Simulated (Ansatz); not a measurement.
Starting cell, BP (zinc blende):

```
BP
1.0
    0.00000     4.54829     4.54829
    2.27414     2.27414     4.54829
    2.27414     2.27414     0.00000
P B
2 2
Direct
  0.00000   0.75000   0.75000
  0.50000   0.75000   0.75000
  0.00000   0.00000   0.00000
  0.50000   0.00000   0.00000
```

A phonon eigenvector at X = (0.5, 0.5, 0.0) is frozen into this cell: atom i moves by Q times the vector below, so Q is the largest atomic displacement, in Å. The cell is held. It is one choice among 2 degenerate patterns. (q is in reciprocal vectors of the primitive cell; the cell shown is doubled to hold the pattern.)

| atom | x | y | z |
|---|---|---|---|
| P1 | 0.000 | 1.000 | 0.000 |
| P2 | 0.000 | -1.000 | 0.000 |
| B3 | 0.800 | 0.000 | 0.000 |
| B4 | -0.800 | 0.000 | 0.000 |

These are PBE (plane waves to 420 eV, PAW, scalar-relativistic; Ansatz, a first-principles code) values and carry that method's errors. k mesh 12×12×12 (Γ-centred), Fermi-Dirac smearing 0.05 eV. Energies are smeared free energies. BP was relaxed with its symmetry unable to fall. The PAW data are Ansatz's earlier set. ΔE is measured from the undisplaced structure.

```
Q (Å)   ΔE (eV/cell)
------  ------------
-0.100        0.1369
-0.067        0.0609
-0.033        0.0152
0.000         0.0000
0.033         0.0152
0.067         0.0609
0.100         0.1369
```

Problem. Which DFPT wavenumber at X = (0.5, 0.5, 0.0) belongs to this mode?
A) 313 cm⁻¹
B) 701 cm⁻¹
C) 781 cm⁻¹
D) 525 cm⁻¹

Solution. A, 313 cm⁻¹. The curvature of the scan gives 313 cm⁻¹

(A displaced cell: forces are minus the slopes of the energy, force constants its curvatures, and phonons follow from these.)
